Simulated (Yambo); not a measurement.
A G0W0@PBEsol run in Yambo for CsScW$_{2}$O$_{8}$ (space group P-3m1, No. 164) (3×3×1 Γ-centred k mesh, bands 4 to 360 and a 7 Ry block in the screening, 360 bands in G with the Bruneval-Gonze terminator, plasmon pole fitted at 27.2 eV) gives these matrix elements, in eV, at the band edges ((0, 0.333, 0) → Γ):

```csv
state,E0,<Vxc>,<Σx>,<Σc(E0)>,Z
valence edge,0.000,-19.232,-24.355,3.958,0.774
conduction edge,3.901,-16.858,-10.693,-3.959,0.816
```

Q: Solve the linearised quasiparticle equation for both states, give the gap, and say how exchange and correlation each act on it.

A: E = E0 + Z(Σx + Σc − Vxc). Valence: 0.000 + 0.774 × (-24.355 + (3.958) − (-19.232)) = -0.90 eV. Conduction: 3.901 + 0.816 × (-10.693 + (-3.959) − (-16.858)) = 5.70 eV. The gap is 6.60 eV, against 3.90 eV in PBEsol. Replacing Vxc by bare exchange alone would open it by 11.29 eV; correlation takes back 7.92 eV of that, and Z scales what is left. Nearest settings tried, and what they do to the gap: 235 bands in W, 235 bands in G: +46 meV; 6 Ry block (427 vectors against 553): -7 meV. Not varied: mesh. So the settings aren't converged at that level. Without spin-orbit coupling, band edges of such heavy elements can be off by tenths of an eV.

Geometry of the Materials Project entry, not relaxed at this level; primitive cell a = b = 5.927 Å, c = 8.106 Å, α = β = 90.00°, γ = 120.00°.

The structure is a Materials Project entry; no match was found in the copy of COD used, and its stability was not checked.
